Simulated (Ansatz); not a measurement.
A geometry of MgF₂ away from equilibrium: step 12 of the relaxation of a relaxed MgF2 cell deformed by the Cartesian strain tensor (xx, yy, zz, yz, xz, xy) = (-0.119, -0.084, -0.147, 0.055, -0.018, 0.076). Calculation: PBEsol (plane waves to 420 eV, PAW, scalar-relativistic; Ansatz, a program for electronic structure). Γ-centred k-mesh 5×8×7 on the run's cell (coarser than for final values), Fermi–Dirac smearing 0.05 eV.

```yaml
crystal:
  lattice:
    - [-1.73857, 3.34174, 4.47977]
    - [1.54158, -2.65825, 3.89869]
    - [2.15691, 2.91138, -3.97577]
  atoms:
    - { symbol: Mg, position: [0.83772, 0.60944, 0.22141] }
    - { symbol: Mg, position: [0.16228, 0.39056, 0.77859] }
    - { symbol: F, position: [0.14357, 0.81611, 0.30583] }
    - { symbol: F, position: [0.85643, 0.18389, 0.69417] }
    - { symbol: F, position: [0.50000, 0.50000, 0.00000] }
    - { symbol: F, position: [0.00000, 0.50000, 0.50000] }
```

Q: Which atoms carry the largest force, and which way does it point?

A: 0.01 eV/Å, on F3, F4 (atoms numbered as listed); on F3 its components are (0.01, 0.01, 0.01).

Q: What is the pressure?

A: +5.8 GPa, compression positive.

Q: How far above the relaxed end point is this geometry?

A: 0.05 eV/atom; the path ends in C2/m (No. 12) at a tolerance of 0.01 Å, Imma (No. 74) at 0.1 Å.

No spin polarisation in the result.

The run could not lose the symmetry of its start.

The cell that was disturbed is our relaxation of an entry of Materials Project.
